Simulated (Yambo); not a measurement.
Ba2RuH6 (space group Fm-3m, No. 225), G0W0@LDA in Yambo; all else as in the reference (2×2×2 Γ-centred k mesh, bands 5 to 186 and a 7 Ry block in the screening, 186 bands in G with the Bruneval-Gonze terminator, plasmon pole fitted at 27.2 eV). One parameter is varied: the cutoff of the exchange sum, over 10, 20, 40, 88 Ry.

Task: From which value on does the gap Γ → X stay within 0.05 eV of the largest setting?

Result: From 40 Ry on.
```csv
cutoff of the exchange sum (Ry),G0W0 gap (eV),valence shift (eV)
10,2.04,1.20
20,2.52,0.15
40,2.68,-0.19
88,2.69,-0.22
```
The last step of the sweep still moves the gap by 15 meV; the other settings are held fixed.

Spin-orbit coupling is not included.

Geometry of the Materials Project entry, not relaxed at this level; primitive cell a = b = c = 5.704 Å, α = β = γ = 60.00°.

The structure is a Materials Project entry; no match was found in the copy of COD used, and its stability was not checked.

A shift is the quasiparticle energy of the state minus its LDA energy.
